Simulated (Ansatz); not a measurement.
# Defects and dopants in Lu2CCl2

Calculated with the plane-wave PAW code Ansatz (scalar-relativistic, PAW set soft_2), not measured. The host crystal, relaxed (Kohn–Sham gap 0.79 eV):

```xyz
5
Lattice="1.7784 1.0268 9.4629 -1.7784 1.0268 9.4629 0.0000 -2.0535 9.4629" Properties=species:S:1:pos:R:3 pbc="T T T"
C     0.0000    0.0000   14.1944
Cl    0.0000    0.0000   20.6591
Cl    0.0000    0.0000    7.7297
Lu    0.0000    0.0000    3.4462
Lu    0.0000    0.0000   24.9426
```

Atoms are relaxed in small periodic supercells at the host's cell. Formation energies are those of the neutral defect, with atoms from and to the elements' standard states and no corrections; they are left out where an element with a U changes, an open 4f shell is known to end too high at times, atoms moved far or the cell holds a carrier in a band. Distances are those to the atoms of the nearest element, out to 1.25 times the shortest (mean and range); atoms of other elements can lie among them. They are left out where the atom moved off its site or the cell is too small to hold the shell. Moments under 0.05 μB aren't shown.

```csv
defect,method,host atoms,formation energy (eV),"nearest element, host → defect (Å)",notes
C interstitial,PBEsol,25,7.58,–,c d
C vacancy,PBEsol,25,–,?,a b e f
Cl vacancy,PBEsol,25,–,3 Lu: 2.67 → 2.78,b c e f g
```

Notes: a, atoms kept the symmetry of the start, so a distorted state could lie lower; b, the moment set at the start was not kept; c, one start alone; d, one start site alone, and another structure may lie lower; e, state may not be the lowest; f, the neutral cell holds a carrier in a band of the host; g, the odd electron ends without a moment, so a state with one unpaired electron may lie lower.

Task: Fill in the withheld row.

Result: nearest element, host → defect (Å): 6 Lu: 2.42 → 2.54.

Caveats: small cells.
